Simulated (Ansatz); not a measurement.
Phonon dispersion of SnPb₃S₄

Computed with Ansatz 0.2.0, DFT PBE, scalar-relativistic, plane waves, PAW. Plane waves to 420 eV; Γ-centred k mesh 6×6×10; Gaussian smearing of 0.10 eV. No spin polarisation. Phonons by linear response, acoustic sum rule imposed.

Relaxed structure:
```
CELL_PARAMETERS angstrom
4.22261 -5.97098 0.00000
4.22261 5.97098 0.00000
0.00000 0.00000 4.22197
ATOMIC_POSITIONS crystal
Sn 0.00000 0.00000 0.50000
Pb 0.00000 0.50000 0.00000
Pb 0.50000 0.50000 0.50000
Pb 0.50000 0.00000 0.00000
S 0.75537 0.75537 0.00000
S 0.75276 0.24724 0.50000
S 0.24724 0.75276 0.50000
S 0.24463 0.24463 0.00000
```

The structure comes from a generated guess, relaxed at this level; another structure or a mixture of phases may lie lower. Some empty bands missed the eigensolver's threshold. Spin–orbit coupling is left out, which matters for heavy elements. The q mesh is coarse, so values between its points are rough.

Force constants from linear response on a 1×1×2 q mesh.

Question: Is the structure dynamically stable on this mesh?

Answer: No: at q = (0.000, 0.000, 0.000) a mode is imaginary, 61i cm⁻¹.

Question: Give the frequencies (cm⁻¹; i marks imaginary ones) at the irreducible q points, in fractions of the reciprocal vectors, the Γ row without the LO field.

Answer:
```
                 q  star                                                                          frequencies
 0.000 0.000 0.000     1     61i 56i 48i 0 0 0 41 41 50 50 52 54 57 88 90 101 114 115 172 173 192 193 213 233
0.000 0.000 -0.500     1  35i 18i 29 45 45 48 52 52 62 69 79 85 89 91 107 113 114 121 166 178 186 202 202 222
```
